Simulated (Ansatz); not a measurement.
Relaxed-ion elastic tensor of ZrAg (rock salt, Fm-3m) in GPa (Voigt order), r²SCAN in the plane-wave PAW code Ansatz; density 7.39 g/cm³, 22.38 Å³ per atom.

|  | 1 | 2 | 3 | 4 | 5 | 6 |
|---|---|---|---|---|---|---|
| 1 | 197 | 49.6 | 49.6 | 0.0 | 0.0 | 0.0 |
| 2 | 49.6 | 197 | 49.6 | 0.0 | 0.0 | 0.0 |
| 3 | 49.6 | 49.6 | 197 | 0.0 | 0.0 | 0.0 |
| 4 | 0.0 | 0.0 | 0.0 | -24.2 | 0.0 | 0.0 |
| 5 | 0.0 | 0.0 | 0.0 | 0.0 | -24.2 | 0.0 |
| 6 | 0.0 | 0.0 | 0.0 | 0.0 | 0.0 | -24.2 |

Is the crystal mechanically stable?

No: the smallest eigenvalue of C is -24.2 GPa.

The start of the workflow was typed in or built on a structure type; neither database checked (COD, Materials Project) lists it. COD files the formula under space group No. 129. Whether it is the stable phase at ambient conditions was not checked. Symmetry was held in the r²SCAN relaxation. At this level the phase is mechanically unstable. No spin polarisation was allowed. Its formation energy is positive at this level, so the cell may be metastable or incomplete. As this level gives no gap, shear constants depend on the k-mesh and smearing (Fermi–Dirac, 0.1 eV here).

Potentials: the later of the program's two PAW sets.
